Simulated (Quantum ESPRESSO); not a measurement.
## Si3FO4N (a curve over strain)

Computed values, not a measurement. The program is pw.x of Quantum ESPRESSO 7.5 (plane-wave density functional theory). The cell is made up: 9 atoms on a quartz lattice, with randomly drawn elements, strain and displacements, not relaxed. PseudoDojo standard norm-conserving files (v0.5 for PBE, v0.4.1 for LDA and PBEsol) set the functional; there is no spin polarisation, spin-orbit coupling or dispersion term, and the masses in the input are unused placeholders.

Seven runs add a strain to one cell (the same along x and y); the atoms follow the cell and are not relaxed. Stress in the table is positive in tension.

Input of the run at +0.0002:

```
&control calculation='scf', pseudo_dir='./dojo.nc.sr.pbe.v0_5.standard.upf', outdir='./o', disk_io='low', tprnfor=.true., tstress=.true. /
&system ibrav=0, nat=9, ntyp=4, nbnd=30, ecutwfc=84.00895049, nosym=.true., tot_charge=0,
 occupations='smearing', smearing='fd', degauss=0.0018374661
/
&electrons conv_thr=7.350e-09, electron_maxstep=60, /
ATOMIC_SPECIES
F 1.0 F.upf
N 1.0 N.upf
O 1.0 O.upf
Si 1.0 Si.upf
CELL_PARAMETERS angstrom
5.1044 0.0 0.0
-2.5522 4.4206 0.0
0.0 0.0 5.6015
ATOMIC_POSITIONS angstrom
Si 2.4298 0.0192 3.7899
Si -1.2295 2.0891 1.9287
Si 1.3069 2.289 -0.005
F 1.4122 1.2228 4.3212
O 3.3575 0.6598 2.5873
O 2.8514 2.5698 0.5969
O 0.3488 1.835 1.1848
O -1.1906 3.2635 3.1102
N 0.838 3.7192 4.8772
K_POINTS automatic
5 5 4 1 1 1
```

| added strain | free energy less that of the input shown (eV) | stress xx (GPa) | stress yy (GPa) | stress zz (GPa) | stress xy (GPa) | pressure (GPa) | next band up at Gamma (eV) | iterations |
| --- | --- | --- | --- | --- | --- | --- | --- | --- |
| -0.0137 | -0.1234 | 6.31 | 0.76 | 1.26 | 2.49 | -2.78 | 3.042 | 12 |
| -0.0020 | -0.0250 | 9.82 | 4.50 | 3.84 | 2.33 | -6.05 | 2.836 | 12 |
| +0.0002 | 0.0000 | 10.44 | 5.15 | 4.29 | 2.31 | -6.63 | 2.798 | 12 |
| +0.0087 | 0.1214 | 12.70 | 7.57 | 5.93 | 2.20 | -8.73 | 2.645 | 12 |
| +0.0146 | 0.2233 | 14.16 | 9.12 | 6.97 | 2.12 | -10.09 | 2.540 | 12 |
| +0.0217 | 0.3653 | 15.82 | 10.88 | 8.14 | 2.04 | -11.61 | 2.412 | 12 |
| +0.0244 | 0.4251 | 16.41 | 11.52 | 8.56 | 2.01 | -12.16 | 2.363 | 12 |

A cubic fit gives a slope of stress xx against the added strain of 278 GPa at zero added strain, with the atoms clamped. Across the table the free energy follows the integral of the stress to within 2.0 meV. A rerun of one of the cells at a cutoff of 1437 eV and k mesh 7 x 7 x 6 moved values by no more than 0.002 eV in energy, 0.02 GPa in stress and 0.002 eV/Å in force. The band column is the level of band 25 at Gamma less that of band 24, whose number is half the electron count, rounded up; it comes from a band step after each run.